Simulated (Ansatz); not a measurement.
# Clamped-ion strain scan in Ti3Si

The calculation used Ansatz, DFT PBEsol, scalar-relativistic, plane waves, PAW. The runs took a 420 eV cutoff, a Γ-centred 14×14×14 mesh and Gaussian smearing (0.15 eV). Collinear spins, started from moments 0.2, 0.2, 0.8, 0.0 μB in atom order; the magnetic state may not be the lowest. Energies are free energies at this smearing, counted from the undisturbed cell; pressure is positive in compression.

Reference structure (relaxed at this level; it needn't be the usual structure):

```
Ti Si
1.0
     0.00000    3.10797    3.10797
     3.10797    0.00000    3.10797
     3.10797    3.10797    0.00000
Ti Si
3 1
Cartesian
  4.6620 4.6620 4.6620
  1.5540 1.5540 1.5540
  0.0000 0.0000 0.0000
  3.1080 3.1080 3.1080
```

The cell is strained by ε times the Voigt pattern (0, 0, 1, 0, 0, 0) (xx, yy, zz, yz, xz, xy; engineering shear) with fractional coordinates fixed. The cell is metallic on the mesh throughout.

```
      ε  ΔE (meV/atom)
-0.0400           12.9
-0.0300            7.1
-0.0200            3.0
 0.0000            0.0
 0.0100            0.8
 0.0200            2.9
 0.0300            6.3
 0.0400           10.9
```

(1) Predict the stress summed along the pattern (GPa, tension positive) at each point.

Answers

(1)
```
      ε  stress summed along the pattern (GPa, tension positive)
-0.0400                                                    -7.31
-0.0300                                                    -5.27
-0.0200                                                    -3.36
 0.0000                                                     0.05
 0.0100                                                     1.57
 0.0200                                                     2.98
 0.0300                                                     4.29
 0.0400                                                     5.50
```

Cost: 8 runs of about 6.1 core-minutes in all, on Intel Xeon Platinum 8488C (Sapphire Rapids) (shared hosts).